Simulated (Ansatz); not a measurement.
LiCl:
```cif
data_Cl4Li4
_chemical_formula_sum 'Li4 Cl4'
_space_group_name_H-M_alt 'Fm-3m'
_space_group_IT_number 225
_space_group_name_Hall '-F 4 2 3'
_cell_length_a 5.15027
_cell_length_b 5.15027
_cell_length_c 5.15027
_cell_angle_alpha 90.000
_cell_angle_beta 90.000
_cell_angle_gamma 90.000
loop_
_atom_site_label
_atom_site_type_symbol
_atom_site_symmetry_multiplicity
_atom_site_Wyckoff_symbol
_atom_site_fract_x
_atom_site_fract_y
_atom_site_fract_z
_atom_site_occupancy
Li1 Li 4 a 0.00000 0.00000 0.00000 1
Cl1 Cl 4 b 0.50000 0.50000 0.50000 1
```
(The calculation used a cell of 2 atoms; values per cell refer to that cell.)

Relaxed with PBE. Plane-wave PAW PBE (Ansatz code) gives a gap of 6.26 eV.

Task: What gap does HSE06 give on the same cell (Ansatz, PAW)?

Result: 7.65 eV, 1.39 eV more. The hybrid was solved on a coarser mesh and at special points; its gap is the smallest among all of these.

```json
[
 {"k": "Γ", "v1 PBE": "0.00", "c1 PBE": "6.26", "v1 HSE06": "0.00", "c1 HSE06": "7.65"},
 {"k": "X", "v1 PBE": "-1.08", "c1 PBE": "7.80", "v1 HSE06": "…", "c1 HSE06": "…"},
 {"k": "L", "v1 PBE": "-0.25", "c1 PBE": "6.73", "v1 HSE06": "…", "c1 HSE06": "…"},
 {"k": "W", "v1 PBE": "-1.04", "c1 PBE": "9.43", "v1 HSE06": "…", "c1 HSE06": "…"},
 {"k": "K", "v1 PBE": "-0.81", "c1 PBE": "8.03", "v1 HSE06": "…", "c1 HSE06": "…"}
]
```

Task: Top valence (v1) and lowest conduction level (c1) in eV from each method's valence maximum (which need not be a listed point): supply the withheld HSE06 values.

Result: 
- L, v1 HSE06: -0.28
- L, c1 HSE06: 8.10
- K, v1 HSE06: -0.87
- K, c1 HSE06: 9.45
- X, v1 HSE06: -1.16
- X, c1 HSE06: 9.23
- W, v1 HSE06: -1.12
- W, c1 HSE06: 10.96

Cost on shared cores: the PBE run (SCF on a 9×9×9 mesh, then bands and DOS) very roughly 7 core-seconds, the HSE06 run (SCF on 7×7×7, then a few points) roughly 110 core-seconds; the tasks are unlike.

The cell was relaxed with PBE under the symmetry of its start; phonons on a q-mesh show no instability.

Potentials: the later of the program's two PAW sets.
